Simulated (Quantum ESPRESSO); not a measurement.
pw.x input (Quantum ESPRESSO 7.5; PBEsol, PseudoDojo standard norm-conserving files, scalar-relativistic):

```
&CONTROL
  calculation = 'scf'
  pseudo_dir = './pseudo'
  outdir = './out'
  tprnfor = .true.
  tstress = .true.
/
&SYSTEM
  ibrav = 0
  nat = 10
  ntyp = 3
  ecutwfc = 84.0
  ecutrho = 336.0
  occupations = 'smearing'
  smearing = 'fd'
  degauss = 0.002
  nbnd = 28
/
&ELECTRONS
  conv_thr = 1e-09
/
ATOMIC_SPECIES
B 10.8100 B.upf
C 12.0110 C.upf
Mg 24.3050 Mg.upf
CELL_PARAMETERS angstrom
  4.614770000000   0.000000000000   0.000000000000
  0.000000000000   7.178870000000   0.000000000000
  0.000000000000   0.000000000000   2.765300000000
ATOMIC_POSITIONS crystal
B   0.883450000000   0.729630000000   0.500000000000
B   0.116550000000   0.270370000000   0.500000000000
B   0.383450000000   0.770370000000   0.000000000000
B   0.616550000000   0.229630000000   0.000000000000
C   0.785480000000   0.220340000000   0.500000000000
C   0.214520000000   0.779660000000   0.500000000000
C   0.285480000000   0.279660000000   0.000000000000
C   0.714520000000   0.720340000000   0.000000000000
Mg   0.500000000000   0.500000000000   0.500000000000
Mg   0.000000000000   0.000000000000   0.000000000000
K_POINTS automatic
6 4 10 0 0 0
```

End of the output:

```

[...]
     the Fermi energy is     8.6278 ev
!    total energy              =    -308.85729335 Ry
     estimated scf accuracy    <          3.1E-10 Ry
     smearing contrib. (-TS)   =      -0.00000000 Ry
     internal energy E=F+TS    =    -308.85729335 Ry
     The total energy is F=E-TS. E is the sum of the following terms:
     one-electron contribution =    -172.63936805 Ry
     hartree contribution      =      99.58159564 Ry
     xc contribution           =     -58.27452094 Ry
     ewald contribution        =    -177.52500000 Ry
     convergence has been achieved in  10 iterations
     Forces acting on atoms (cartesian axes, Ry/au):
     atom    1 type  1   force =    -0.00219645   -0.00067877    0.00000000
     atom    2 type  1   force =     0.00219645    0.00067877   -0.00000000
     atom    3 type  1   force =    -0.00219645    0.00067877    0.00000000
     atom    4 type  1   force =     0.00219645   -0.00067877    0.00000000
     atom    5 type  2   force =    -0.00286133    0.00057874    0.00000000
     atom    6 type  2   force =     0.00286133   -0.00057874    0.00000000
     atom    7 type  2   force =    -0.00286133   -0.00057874    0.00000000
     atom    8 type  2   force =     0.00286133    0.00057874    0.00000000
     atom    9 type  3   force =     0.00000000    0.00000000    0.00000000
     atom   10 type  3   force =     0.00000000    0.00000000    0.00000000
     Total force =     0.007432     Total SCF correction =     0.000001
     Computing stress (Cartesian axis) and pressure
          total   stress  (Ry/bohr**3)                   (kbar)     P=        6.14
   0.00006255   0.00000000   0.00000000            9.20        0.00        0.00
   0.00000000   0.00000922   0.00000000            0.00        1.36        0.00
   0.00000000   0.00000000   0.00005339            0.00        0.00        7.85
```
In a gapped system the printed Fermi energy is only some level inside the gap.

Geometry of the Materials Project entry, not relaxed at this level.
